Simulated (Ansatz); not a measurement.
SiC:
```xyz
4
Lattice="3.0920 0.0000 0.0000 -1.5460 2.6777 0.0000 0.0000 0.0000 5.0744" Properties=species:S:1:pos:R:3 pbc="T T T"
Si     1.5460     0.8926     0.0026
Si     0.0000     1.7852     2.5398
C      1.5460     0.8926     3.1699
C      0.0000     1.7852     0.6327
```

Tensor components refer to the Cartesian frame of this cell.

### Question
Give the proper piezoelectric stress tensor with relaxed ions from DFT-PBE in the program Ansatz with PAW potentials.

### Answer
In C/m², rows x, y, z, Voigt columns; mesh uncertainty up to 0.01.
```
 0.00   0.00   0.00   0.00   0.04   0.00
 0.00   0.00   0.00   0.04   0.00   0.00
 0.15   0.15  -0.35   0.00   0.00   0.00
```

The elastic tensor of the same run (GPa):

|  | 1 | 2 | 3 | 4 | 5 | 6 |
|---|---|---|---|---|---|---|
| 1 | 493 | 101 | 50.2 | 0.0 | 0.0 | 0.0 |
| 2 | 101 | 493 | 50.2 | 0.0 | 0.0 | 0.0 |
| 3 | 50.2 | 50.2 | 531 | 0.0 | 0.0 | 0.0 |
| 4 | 0.0 | 0.0 | 0.0 | 151 | 0.0 | 0.0 |
| 5 | 0.0 | 0.0 | 0.0 | 0.0 | 151 | 0.0 |
| 6 | 0.0 | 0.0 | 0.0 | 0.0 | 0.0 | 196 |

### Question
Convert to strain constants d = e·S.

### Answer
In pC/N:
```
 0.0   0.0   0.0   0.0   0.2   0.0
 0.0   0.0   0.0   0.2   0.0   0.0
 0.3   0.3  -0.7   0.0   0.0   0.0
```

Space group P6_3mc (wurtzite). The PBE relaxation kept the symmetry of its start; phonons on a q-mesh show no instability.

Potentials: the later of the program's two PAW sets.
